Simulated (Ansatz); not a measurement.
**¹¹B NMR of the central transition in Ba3B2O6**

Cell: a computed structure from the Materials Project (it need not be an observed phase).

```
Ba B O
1.0
     4.78742    2.76402    4.50890
    -4.78742    2.76402    4.50890
     0.00000   -5.52804    4.50890
Ba B O
6 4 12
Direct
  0.09827 0.40173 0.75000
  0.25000 0.90173 0.59827
  0.59827 0.25000 0.90173
  0.40173 0.75000 0.09827
  0.75000 0.09827 0.40173
  0.90173 0.59827 0.25000
  0.88600 0.88600 0.88600
  0.61400 0.61400 0.61400
  0.11400 0.11400 0.11400
  0.38600 0.38600 0.38600
  0.02934 0.73820 0.89166
  0.26180 0.10834 0.97066
  0.47066 0.60834 0.76180
  0.23820 0.52934 0.39166
  0.10834 0.97066 0.26180
  0.39166 0.23820 0.52934
  0.60834 0.76180 0.47066
  0.76180 0.47066 0.60834
  0.89166 0.02934 0.73820
  0.52934 0.39166 0.23820
  0.73820 0.89166 0.02934
  0.97066 0.26180 0.10834
```

Atom numbers follow the list; atoms alike are taken as one site, whose name carries the number of the first.

Computed with Ansatz: DFT, PBE, plane waves and PAW, with spin–orbit coupling, 420 eV cutoff, Γ-centred 3×3×3 k-points, Fermi–Dirac smearing 0.02 eV.

¹¹B has I = 3/2 and Q = 40.59 mb (Pyykkö 2018); at 23.5 T its Larmor frequency is ν₀ = 321.1 MHz. Only the quadrupole interaction is simulated: positions count from each site's isotropic chemical shift, and J coupling is left out, as are shift anisotropy and dipolar coupling, which fast spinning averages.

Simulated pattern of one B site (fast magic-angle spinning, Gaussian broadening 0.03 kHz):

```
offset (kHz)  height
      -1.228       0
      -1.199       0
      -1.170       3
      -1.141       4
      -1.113       4
      -1.084       4
      -1.055       5
      -1.026       5
      -0.997       5
      -0.968       5
      -0.940       5
      -0.911       5
      -0.882       5
      -0.853       5
      -0.824       6
      -0.795       6
      -0.766      10
      -0.738      67
      -0.709      70
      -0.680      48
      -0.651      41
      -0.622      37
      -0.593      35
      -0.565      33
      -0.536      32
      -0.507      32
      -0.478      32
      -0.449      32
      -0.420      33
      -0.392      33
      -0.363      35
      -0.334      36
      -0.305      39
      -0.276      43
      -0.247      50
      -0.218      62
      -0.190     100
      -0.161      66
      -0.132       3
      -0.103       0
```

Q: Which |C_Q| and η does the pattern imply?

A: The pattern spans 1.01 kHz before broadening and its centre of gravity is at -0.471 kHz, which fixes P_Q; the places of the horns and steps fix η. That gives P_Q = 2.46 MHz, |C_Q| = 2.46 MHz and η = 0.00. The sign of C_Q can't be read from the pattern.

An axis of threefold or higher order runs through B, so V_zz lies along it and η is zero.

The largest force is 0.3 eV/Å, so the atoms aren't at the calculated equilibrium and relaxing them would move these values.
